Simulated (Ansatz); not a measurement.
Be (hcp (Mg type), space group No. 194) at seven volumes, plane-wave PAW LDA (Ansatz code), shape and atoms relaxed at each. One row is withheld.

```
V (Å³/atom)  P (GPa)
-----------  -------
6.866          14.44
7.092           8.97
7.319              ?
7.545          -0.02
7.771          -3.71
7.998          -6.95
8.224          -9.80
```

Fit the shown pressures and predict the withheld one.

Third-order Birch–Murnaghan: P = (3/2)B₀(x^(7/2) − x^(5/2))[1 + (3/4)(B′ − 4)(x − 1)] with x = (V₀/V)^(2/3). Least squares on the six rows gives V₀ = 7.544 Å³/atom, B₀ = 131.2 GPa, B′ = 3.35. At V = 7.319, x = 1.0204 and P = 4.18 GPa. The run itself gave 4.18 GPa.

Space group P6_3/mmc (hcp (Mg type)). The LDA relaxation kept the symmetry of its start.

Potentials: the earlier of the program's two PAW sets. The files were generated under PBE; for other functionals the program regenerates the frozen cores, and for LDA and PBEsol the local potential too.
